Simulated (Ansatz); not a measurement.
The relaxed structure here is a generated cell of Y: the first start was made by placing the elements on the sites of a structure type, and the end was not matched to a known phase here, so it may be hypothetical. Known forms of Y include space group No. 194.

The end point of a relaxation of Y. Space group R-3m (No. 166), AFLOW prototype A_hR3_166_ac (C19, as in Sm). Computed with r2SCAN (plane waves to 500 eV, PAW, scalar-relativistic; Ansatz, a program for electronic structure).

```xyz
3
Lattice="1.8261 1.0543 8.6438 -1.8261 1.0543 8.6438 0.0000 -2.1086 8.6438" Properties=species:S:1:pos:R:3 pbc="T T T"
Y      0.0000     0.0000     0.0000
Y      0.0000     0.0000     5.7464
Y      0.0000     0.0000    20.1850
```

```json
{
 "volume_per_atom": "33.28 Å³",
 "band_gap": "no gap (metallic)",
 "shortest_distances": "Y–Y 3.54 Å",
 "k-mesh": "15×15×15"
}
```

No spin polarisation in the result.

The run could not lose the symmetry of its start: the end is stationary, and may be a saddle point rather than a minimum.
